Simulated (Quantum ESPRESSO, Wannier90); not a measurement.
# Wannier functions of ZrSe₂ (CdI2 type)

Materials Project entry mp-2076; symmetrised, unrelaxed at this level. COD (Crystallography Open Database) has an entry of this formula and space group (matched by these alone). Computed values, not measurements, from PBE: Quantum ESPRESSO (norm-conserving PseudoDojo potentials, cutoff 69 Ry, no spin polarisation, no spin-orbit coupling) on a Γ-centred 12×12×6 mesh, then Wannier90. Density: 12×12×6 mesh, Gaussian smearing 0.01 Ry. The cell is built of weakly bound layers, chains or molecules, whose nearest atoms lie 3.95 Å apart. Database cells relaxed without dispersion often hold them too far apart, which can enlarge gaps and weakens couplings between them; spacing and stacking were not compared with the measured crystal. Spin-orbit coupling, left out, would split the p-like bands by a few tenths of an eV.

```
begin unit_cell_cart
ang
    3.8111501223    0.0000000000    0.0000000000
   -1.9055750611    3.3005528235    0.0000000000
    0.0000000000    0.0000000000    6.3999100000
end unit_cell_cart
mp_grid = 12 12 6
```

Neighbour vectors b of the finite-difference formula (Å⁻¹), by shell:

```csv
shell,b_x,b_y,b_z
1,0.00000,0.15864,0.00000
1,0.13739,0.07932,0.00000
1,0.00000,-0.15864,0.00000
1,0.13739,-0.07932,0.00000
1,-0.13739,-0.07932,0.00000
1,-0.13739,0.07932,0.00000
2,0.00000,0.00000,0.16363
2,0.00000,0.00000,-0.16363
```

Task: Find the weights w_b from the completeness condition Σ_b w_b b_α b_β = δ_αβ.

Result: Shell 1: Σ b_x² = 0.076, Σ b_y² = 0.075, Σ b_z² = 0.000 Å⁻²
Shell 2: Σ b_x² = 0.000, Σ b_y² = 0.000, Σ b_z² = 0.054 Å⁻²
Each of the three diagonal sums, weighted, has to give 1 and the off-diagonal ones 0, which holds for w_1 = 13.2 Å², w_2 = 18.7 Å². Check on xx: 13.25×0.076 + 18.68×0.000 = 1.01.

On this mesh the 8 functions of bands 15-22 (valence bands; start: SCDM (isolated), conv_tol = 1.0e-6) end with spreads 2.3173, 2.3172, 2.3170, 2.3174, 2.3167, 2.3165, 2.0214, 2.0214 Å², Ω_I = 15.6167 Å² and Ω_D = 0.0328 Å².

Ω_total is the sum of the spreads, 17.945 Å². Ω_OD = Ω_total − Ω_I − Ω_D = 2.295 Å². Only (Ω_D + Ω_OD)/Ω_total = 13.0 % depends on the gauge, and another start could lower the total by that share at most. The rms radius is √(Ω_total/8) = 1.50 Å.
